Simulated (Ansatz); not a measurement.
ZnS:
```xyz
4
Lattice="3.8071 0.0000 0.0000 -1.9035 3.2970 0.0000 0.0000 0.0000 6.2466" Properties=species:S:1:pos:R:3 pbc="T T T"
Zn     0.0000     2.1980     0.0022
Zn     1.9035     1.0990     3.1254
S      0.0000     2.1980     2.3403
S      1.9035     1.0990     5.4636
```

Relaxed with r²SCAN.

Problem. Map the electron localisation function on the plane through (0.333, 0.667, 0.000) spanned by u = [0, 0, 1] and v = [1, -1, 0] in lattice vectors, from plane-wave PAW r²SCAN (Ansatz code).

Solution. x is the fraction of u, y of v (the angle between them is 90°; rows are the nearest grid lines); atoms in the plane: Zn at (0.00, 0.00), Zn at (0.50, 0.33), S at (0.37, 0.00), S at (0.87, 0.33).
```
|00001279971000488763000001110000|
|00001279982001588763000001110000|
|00111268998778998742000001111100|
|11111257888899987631000001111111|
|11111124566777764310000000011111|
|11100012334555432100000000000111|
|00000000000000000000000000000000|
|00000000000000000000000000000000|
|00000000000000000000000000000000|
|00000000000000000000000000000000|
|10000000000000000000000011222211|
|53200000000111111111113456777765|
|75310000001111111111135678888887|
|98631000011111000111147998778999|
|98641000011110000001148997424789|
|88741000011110000001149994000168|
|88741000011110000001149995000378|
|98641000011110000001148997435799|
|86421001344322111111136899999998|
|53211113567764321111124688999875|
|11111257899999997531001234432111|
|00111268998889998741000112111100|
|00001279982001688763000001110000|
|00001279971000488763000001110000|
```
Scale: ten equal steps from 0.000 (start of '0') to 0.900 (end of '9'), in the order '0123456789'; x runs from 0.000 to 1.00, y from 0.000 (bottom) to 1.00 (top).

The density is the valence pseudo-density with augmentation charge, so density and ELF within about 1 Å of a nucleus are not all-electron values.

Space group P6_3mc (wurtzite). The cell was relaxed with r²SCAN under the symmetry of its start.

Potentials: the earlier of the program's two PAW sets. The files were generated under PBE; for other functionals the program regenerates the frozen cores, and for LDA and PBEsol the local potential too.
